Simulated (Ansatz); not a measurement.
According to the program Ansatz at the PBEsol level (PAW), PtW in the orthorhombic phase (Cmcm; W on 4c, Pt on 4c) relaxes to a = 2.687 Å, b = 10.488 Å, c = 4.321 Å. Its formation energy from the elements is -0.20 eV/atom, with no fitted shifts.

Electronic character: metallic (no gap).

An equation-of-state fit gives a bulk modulus of 322 GPa.

The start of the workflow was typed in or built on a structure type; neither database checked (COD, Materials Project) lists it. Whether it is the stable phase at ambient conditions was not checked. The PBEsol relaxation kept the symmetry of its start; its stability against distortions is not shown here. No spin polarisation was allowed. Axis ratios of metals converge slowly with the k-mesh, so a and c are less sure than the volume. The references are the lowest solids computed at this level, not always the standard phases. Scalar-relativistic: spin–orbit coupling is off unless named, which matters more the heavier the elements.

Potentials: the later of the program's two PAW sets.
